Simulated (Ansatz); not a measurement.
TaSe2:
```
CELL_PARAMETERS angstrom
      3.41669     0.00000     0.00000
     -1.70835     2.95894     0.00000
      0.00000     0.00000    13.01773
ATOMIC_POSITIONS crystal
  Ta 0.33333 0.66667 0.25000
  Ta 0.66667 0.33333 0.75000
  Se 0.33333 0.66667 0.87829
  Se 0.66667 0.33333 0.12171
  Se 0.66667 0.33333 0.37829
  Se 0.33333 0.66667 0.62171
```

Relaxed with PBEsol. Special points in fractions of this cell's reciprocal vectors: Γ (0.000, 0.000, 0.000); M (0.500, 0.000, 0.000); K (0.333, 0.333, 0.000); A (0.000, 0.000, 0.500); L (0.500, 0.000, 0.500); H (0.333, 0.333, 0.500).

Q: List the band energies nearest the Fermi level at these points for DFT-PBEsol in the program Ansatz with PAW potentials.

A: In eV from the Fermi level; about four levels below and three above (degenerate sets whole), none deeper than 8.9 eV; points with the same levels are listed once.

```csv
k,below,above
Γ,-0.82 -0.82 -0.74 -0.74 -0.25,0.30 1.24 3.33 3.33
M,-0.95 -0.70 -0.53 -0.25,3.30 3.34 3.47
K,-2.96 -2.96 -1.61 -1.61,0.58 0.82 2.28 2.28
A,-0.78 -0.78 -0.78 -0.78,1.02 1.02 3.32 3.32 3.32 3.32
L,-0.82 -0.82 -0.37 -0.37,3.32 3.32 3.64 3.64
H,-2.59 -2.59 -1.78 -1.78,0.69 0.69 2.28 2.28
```

Space group P6_3/mmc. The first step of the workflow began from a Materials Project structure, measured or hypothetical; the Crystallography Open Database files this formula in space group No. 194, but the cells were not matched. Whether it is the stable phase at ambient conditions was not checked. Symmetry was held in the PBEsol relaxation; its stability against distortions is not shown here. The workflow began spin-polarised and lost its moments. A crystal of weakly bound layers computed without a dispersion correction: the cell and the soft elastic constants depend strongly on that. Scalar-relativistic: spin–orbit coupling is off unless named, which matters more the heavier the elements.

Potentials: the later of the program's two PAW sets.
